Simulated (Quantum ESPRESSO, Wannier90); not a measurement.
# NaCl (rock salt), plane waves to Wannier functions

```
begin unit_cell_cart
ang
    0.0000000000    2.7940650000    2.7940650000
    2.7940650000    0.0000000000    2.7940650000
    2.7940650000    2.7940650000    0.0000000000
end unit_cell_cart
begin atoms_frac
Na   0.0000000000  0.0000000000  0.0000000000
Cl   0.5000000000  0.5000000000  0.5000000000
end atoms_frac
```

Cell from Materials Project (mp-22862), symmetrised, no further relaxation. COD (Crystallography Open Database) has an entry of this formula and space group (matched by these alone). Method: PBE plane waves in Quantum ESPRESSO 7.5 (PseudoDojo norm-conserving files, 71 Ry, no spin polarisation, no spin-orbit coupling), Bloch states on a 10×10×10 mesh through Γ, Wannier90 4.0.1. Density: 10×10×10 mesh, cold smearing 0.01 Ry.

Bands 5-8 form an isolated set from -12.72 to 0.00 eV relative to the valence-band maximum (on the path) and are turned into 4 Wannier functions by minimising the spread from the start: sp3 on Cl.

Where do the functions sit, how wide are they and what are they made of?


| functions | spread (Å²) | nearest atom, distance (Å) | second atom, distance (Å) | weight on atomic waves |
|---|---|---|---|---|
| 4 | 1.03 | Cl 0.45 | Na 2.56 | Cl 3p 72 %, Cl 3s 24 % |

Ω_I = 3.33 Å², Ω_total = 4.14 Å²; the interpolated bands follow pw.x to 0.0 meV rms on the path. It is the lowest total spread that any start reached here.
